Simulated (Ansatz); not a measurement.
SrO:
Space group Fm-3m (No. 225); a = b = c = 5.1950 Å, α = β = γ = 90.00°

```csv
atom,site,symmetry,x,y,z
Sr,4a,m-3m,0.0000,0.0000,0.0000
O,4b,m-3m,0.5000,0.5000,0.5000
```
(The calculation used a cell of 2 atoms; values per cell refer to that cell.)

This is the PBE-relaxed structure.

### Question
All from the program Ansatz at the PBE level (PAW), unless another level is named. Give the Hill bulk and shear moduli.

### Answer
84.6 and 55.2 GPa.

### Question
Next, the zero-point energy?

### Answer
39.0 meV/atom.

### Question
Give the elastic constants (relaxed ions, GPa).

### Answer
C11 = 160, C12 = 46.8, C44 = 54.3.

Symmetry was held in the PBE relaxation; phonons on a q-mesh show no instability.

Potentials: the later of the program's two PAW sets.
